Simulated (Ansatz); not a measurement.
input.yaml

```yaml
crystal:
  lattice:
    - [0.0, 3.5660540582, 3.5660540582]
    - [3.5660540582, 0.0, 3.5660540582]
    - [3.5660540582, 3.5660540582, 0.0]
  atoms:
    - { symbol: Sr, position: [0.0, 0.0, 0.0] }
    - { symbol: Cl, position: [0.25, 0.25, 0.25] }
    - { symbol: Cl, position: [0.75, 0.75, 0.75] }
basis:
  ecutwfc: 500
kpoints:
  mp_grid: { grid: [6, 6, 6] }
hamiltonian:
  xc: r2scan
scf:
  occupations: { method: gaussian, width: 0.02 }
output:
  forces: true
  stress: true
  eigenvalues: true
  write_density: true
  write_potential: true
  elf: true
  volumetric_format: npy
```

Run as
```bash
ansatz run input.yaml --threads 1 --pin off --max-ram 2560MiB --backend cpu --events-out ev --progress --plain --runs-dir out
```

Method: Ansatz, DFT r2SCAN, scalar-relativistic, plane waves, PAW.

Part of what the program printed, abridged (iterations and final results):

```
SCF iter   1: F=—  HF=-5730.642883 eV  |F-HF|=—  |Δ(HF+E_count)|=         —  Δρ=3.91e-3  dr2=8.26e-3  dr2_τ=6.19e-3  ethr=1.77e-3  ⟨swp⟩=9.7  Hψ=1885  notcnv=0
SCF iter   2: F=—  HF=-5730.683077 eV  |F-HF|=—  |Δ(HF+E_count)|=   4.02e-2  Δρ=1.87e-3  dr2=1.61e-3  dr2_τ=1.66e-4  ethr=3.44e-5  ⟨swp⟩=3.0  Hψ=696  notcnv=0
SCF iter   3: F=—  HF=-5730.683346 eV  |F-HF|=—  |Δ(HF+E_count)|=   2.69e-4  Δρ=4.89e-4  dr2=1.71e-4  dr2_τ=3.93e-5  ethr=6.70e-6  ⟨swp⟩=3.0  Hψ=522  notcnv=0
SCF iter   4: F=—  HF=-5730.683321 eV  |F-HF|=—  |Δ(HF+E_count)|=   2.46e-5  Δρ=6.83e-5  dr2=2.04e-6  dr2_τ=8.56e-7  ethr=7.12e-7  ⟨swp⟩=2.0  Hψ=354  notcnv=0
SCF iter   5: F=—  HF=-5730.683318 eV  |F-HF|=—  |Δ(HF+E_count)|=   3.25e-6  Δρ=1.70e-5  dr2=1.42e-7  dr2_τ=2.09e-8  ethr=8.50e-9  ⟨swp⟩=2.0  Hψ=448  notcnv=0
SCF iter   6: F=-5730.683318 eV  HF=-5730.683318 eV  |F-HF|=2.05e-9  |Δ(HF+E_count)|=   4.61e-8  Δρ=2.13e-6  dr2=4.24e-9  dr2_τ=4.17e-9  ethr=4.17e-10  ⟨swp⟩=11.6  Hψ=2101  notcnv=0
SCF 1 converged in 6 iterations: F = -5730.683318 eV  dr2 = 4.24e-9
SCF converged after 6 iterations
Free energy (F): -5730.683318 eV
Harris-Foulkes:  -5730.683318 eV  (|F-HF|=2.05e-9)
Internal energy: -5730.683318 eV  (E = F + TS)
E sigma→0 (E₀):  -5730.683318 eV
Fermi energy:    4.981553 eV
--- Per-component energies (eV) ---
  E_band       = -176.926911
  E_kinetic    = 565.982725
  E_local      = -1219.486497  (includes V_loc(G=0)·N_el)
  E_nonlocal   = 257.546730
  E_hartree    = 337.791350
  E_xc         = -372.464329
  E_vxc        = -447.985868  (∫ρ·V_xc dr)
  E_paw        = -4048.731139  (= ΣΔE_a)
  E_vpaw       = -32.281830  (= ΣTr[D̂ρ^β])
  E_aug_tail   = 0.000075  (compensation charges beyond the density's cutoff)
  E_vtau       = 23.715095  (kinetic-family band-sum trace: ∫τ·v_τ [+ j·A + Jᵃ·Aᵃ] dr)
  E_ewald      = -1250.903382
  E_core_change = -0.418850  (= ΣΔE_core)
  E_smearing   =  0.000000  (= −TS)
--- Forces (eV/Å), atoms counted from 1 ---
  atom   1  Sr     0.00000000     0.00000000     0.00000000
  atom   2  Cl     0.00000000     0.00000000     0.00000000
  atom   3  Cl     0.00000000     0.00000000     0.00000000
--- Stress (GPa, compression-positive) ---
       -1.922418       0.000000       0.000000
        0.000000      -1.922418       0.000000
        0.000000       0.000000      -1.922418
  P = ⅓ Tr σ = -1.9224 GPa (-19.224 kbar)
--- Band table (eV; the first three rows and the last of 16) ---
  k-point 0: bands = ["-31.9402", "-13.2862", "-13.2862", "-13.2862", "-11.5564", "-10.8106", "0.1968", "0.1968", "0.1968", "1.8015", "1.8015", "1.8015", "7.8419", "8.8291", "8.8291", "11.5577"]
  k-point 1: bands = ["-31.9396", "-13.3496", "-13.2887", "-13.2887", "-11.4374", "-10.8601", "0.2885", "0.2885", "0.3533", "1.5299", "1.6703", "1.6703", "8.3952", "9.0026", "9.0026", "10.6241"]
  k-point 2: bands = ["-31.9385", "-13.4556", "-13.2937", "-13.2937", "-11.2476", "-10.9257", "0.5242", "0.5242", "0.6531", "1.0655", "1.3692", "1.3692", "9.2794", "9.2794", "9.3205", "10.5955"]
  k-point 15: bands = ["-31.9372", "-13.4935", "-13.3737", "-13.3100", "-11.0361", "-10.9715", "-0.2451", "0.1691", "0.6696", "1.3684", "1.8301", "2.0569", "8.5543", "9.8003", "9.8689", "10.0894"]
```

The run converged.

The run took 4.5 s on 1 thread of Arm Neoverse V2 (shared host), peak memory 0.56 GiB.